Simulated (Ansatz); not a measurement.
ScAl3:
```
ScAl3
1.0
    4.10519     0.00000     0.00000
    0.00000     4.10519     0.00000
    0.00000     0.00000     4.10519
Sc Al
1 3
Direct
  0.00000   0.00000   0.00000
  0.50000   0.00000   0.50000
  0.00000   0.50000   0.50000
  0.50000   0.50000   0.00000
```

Relaxed with PBE. Special points in fractions of this cell's reciprocal vectors: Γ (0.000, 0.000, 0.000); X (0.000, 0.500, 0.000); M (0.500, 0.500, 0.000); R (0.500, 0.500, 0.500).

Problem. List the band energies nearest the Fermi level at these points for PBE in the plane-wave PAW code Ansatz.

Solution. In eV from the Fermi level; about four levels below and three above (degenerate sets whole), none deeper than 8.9 eV; points with the same levels are listed once.

```csv
k,below,above
Γ,-2.62 -2.62 -1.82 -1.82 -1.82,1.24 1.28 1.28 1.28
X,-7.29 -1.71 -1.71 -1.46,0.78 0.97 0.97
M,-5.63 -5.63 -4.34 -0.54 -0.54,1.18 1.35 2.05
R,-4.44 -2.96 -2.96 -2.96,0.91 2.57 2.57
```

Space group Pm-3m (Cu3Au type). Symmetry was held in the PBE relaxation. The run is not spin-polarised.

Potentials: the later of the program's two PAW sets.
